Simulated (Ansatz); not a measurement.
The cell below belongs to a search over invented structures; it isn't taken from experiment.

Input and command of a plane-wave DFT calculation in Ansatz:

```yaml
crystal:
  lattice:
    - [5.2939608965, 0.0, 0.0]
    - [0.0, 5.2939608965, 0.0]
    - [0.0, 0.0, 5.2939608965]
  atoms:
    - { symbol: Te, position: [0.0, 0.0, 0.0] }
    - { symbol: Te, position: [0.5, 0.5, 0.0] }
    - { symbol: Te, position: [0.5, 0.0, 0.5] }
    - { symbol: Te, position: [0.0, 0.5, 0.5] }
    - { symbol: W, position: [0.5, 0.5, 0.5] }
basis:
  ecutwfc: 420
kpoints:
  mp_grid: { grid: [8, 8, 8] }
hamiltonian:
  xc: pbe
scf:
  occupations: { method: gaussian, width: 0.1 }
output:
  forces: true
  stress: true
  eigenvalues: true
  write_density: true
  write_potential: true
  elf: true
  volumetric_format: npy
relax:
  adjacent_minimum: "off"
  f_tol: 0.01
  max_steps: 80
  cell: { stress_tol: 0.05 }
```

```bash
ansatz run input.yaml --threads 1 --pin off --max-ram 2560MiB --backend cpu --events-out ev --progress --plain --runs-dir out
```

Processor: Arm Neoverse N1, 1 thread, on a host shared with other jobs.

Q: Estimate time, memory and problem size.

A: About 65 s, peak memory 0.49 GiB. It solves 47 bands at 35 k points (after reduction by symmetry) with about 2945 plane waves (on the last cell), in 13 SCF iterations over 2 ionic steps.
